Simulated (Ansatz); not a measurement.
NaCl (CsCl type, Pm-3m), LDA in the plane-wave PAW code Ansatz: ε∞ = 2.89, cell volume 38.23 Å³. Infrared-active transverse modes:

```csv
ω_TO (cm⁻¹),oscillator strength S_xx (e²/amu)
113.1,0.09765
```

### Question
Compute the static dielectric constant.

### Answer
Each mode adds (4.921e7/V) S/ω²: 9.82. So ε0 = 12.7.

### Question
What LO frequency does the Lyddane–Sachs–Teller relation give?

### Answer
ω_LO = ω_TO √(ε0/ε∞) = 237 cm⁻¹.

This is a known high-pressure phase of the composition, computed here at zero pressure and temperature. The LDA relaxation kept the symmetry of its start. At this level the phase is dynamically unstable (imaginary phonons).

Potentials: the earlier of the program's two PAW sets. The files were generated under PBE; for other functionals the program regenerates the frozen cores, and for LDA and PBEsol the local potential too.
